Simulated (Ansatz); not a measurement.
Clean, relaxed (001) surface of Mg, space group P6_3/mmc (No. 194) (top face towards +c; atoms held fixed, by place in the list: 1, 2):

```xyz
4
Lattice="3.1882 0.0000 0.0000 -1.5941 2.7611 0.0000 0.0000 0.0000 24.6627" Properties=species:S:1:pos:R:3 pbc="T T T"
Mg    1.5941    0.9204    8.5000
Mg    0.0000    1.8407   11.0542
Mg    1.5941    0.9204   13.5713
Mg    0.0000    1.8407   16.1680
```

Level of theory: DFT PBEsol, scalar-relativistic, plane waves, PAW in Ansatz 0.2.0. Plane waves to 420 eV, a k mesh through Γ of 9×9×1 on the computed 4-atom cell and Gaussian smearing (0.10 eV); no spin polarisation. The cell repeats along c with a dipole correction in the vacuum.

Si (atom) is adsorbed on the top face, one adsorbate per 8.8 Å², and relaxed from 3 starting sites (fractions of a and b). E_ads counts from the clean slab and the free adsorbate (spin-polarised where it has unpaired electrons); negative means bound. Heights count from the highest slab atom after relaxation. Δφ is the top face's. Δp counts per cell along +c. Bonded neighbours lie within 1.25 times the sum of covalent radii (1.35 for H) and, on that scale, within 12 % of the closest. With the adsorbate the cell is lengthened along c to keep the vacuum.

```csv
start,ends at,E_ads (eV),height (Å),shortest contact,Δφ (eV),Δp (e·Å)
"top (Mg) at (0.33, 0.67)","(0.33, 0.67), 1 bonded neighbour (Mg)",-3.63,2.68,Si–Mg 2.68 Å,+1.04,-0.052
"hollow (Mg-Mg-Mg) at (0.00, 0.00)","(0.00, 0.00), 3 bonded neighbours (Mg)",-4.14,2.16,Si–Mg 2.84 Å,+1.09,-0.059
"bridge (Mg-Mg) at (0.83, 0.67)","(0.67, 0.33), 3 bonded neighbours (Mg)",-4.19,2.15,Si–Mg 2.83 Å,+1.09,-0.059
```

Among the sites tried, the lowest end comes from the bridge (Mg-Mg) at (0.83, 0.67) start; other sites may lie lower.

Each end is the local minimum or symmetric point that its start leads to. The slab is only 7.7 Å thick, so the energies aren't converged with thickness.

For at least one of the starts the bottom face's work function also shifts by over 0.1 eV: the slab is too thin to screen the adsorbate, so the work functions aren't converged with thickness.

The adsorbed runs have no spin polarisation, so weakly bound open-shell ends lie too high.